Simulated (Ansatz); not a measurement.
# Field gradients of Si₃N₄ from run to run

Cell of run 1: a COD entry (perhaps calculated rather than measured), atoms as given.

Space group P6_3/m (No. 176); a = 7.6044, c = 2.9063 Å, γ = 120.00°.

| site | Wyckoff | site symmetry | x | y | z |
| --- | --- | --- | --- | --- | --- |
| Si | 6h | m.. | 0.7685 | 0.1746 | 0.2500 |
| N7 | 6h | m.. | 0.0305 | 0.3302 | 0.2500 |
| N13 | 2d | -6.. | 0.6667 | 0.3333 | 0.2500 |

One atom of each set is listed.

Relaxed positions (PBE, cell held):

Si (0.7680, 0.1741, 0.2500)
N7 (0.0300, 0.3299, 0.2500)
N13 (0.6667, 0.3333, 0.2500)

All runs are DFT with Ansatz 0.2.0 (plane waves and PAW, scalar-relativistic unless spin–orbit coupling is named, Γ-centred meshes, Fermi–Dirac smearing where given) in this cell.

Run 1: PBE, atoms as given; 420 eV, 4×4×10 k-points, smearing 0.02 eV.
Run 2: PBE, atoms relaxed; 420 eV, 4×4×10 k-points, smearing 0.02 eV.
Run 3: r2SCAN, at the relaxed atoms; 500 eV, 4×4×10 k-points, smearing 0.02 eV.

```json
{"run": "1", "Si V_zz (η)": "0.97 (0.42)", "N7 V_zz (η)": "-4.94 (0.07)", "N13 V_zz (η)": "-4.91 (0.00)"}
{"run": "2", "Si V_zz (η)": "?", "N7 V_zz (η)": "?", "N13 V_zz (η)": "?"}
{"run": "3", "Si V_zz (η)": "0.97 (0.40)", "N7 V_zz (η)": "-4.92 (0.08)", "N13 V_zz (η)": "-4.96 (0.00)"}
```

V_zz in 10²¹ V/m².

Task: Estimate the row of run 2.

Result: Si: 0.97 (0.42); N7: -4.94 (0.07); N13: -4.89 (0.00). It lies nearest to run 1, from whose tensors on these sites it differs by 0.03 at most (largest principal value of the difference, on N7). Taken one at a time, the functional (r2SCAN with its higher cutoff) moves the tensors on these sites by up to 0.07 (largest principal value of the change, on N13), the positions of the atoms (as given or relaxed) by 0.03 (N7).

The cell isn't the equilibrium one in runs 1, 2 (calculated pressure 6, 6 GPa), and the entry's cell may itself be off.
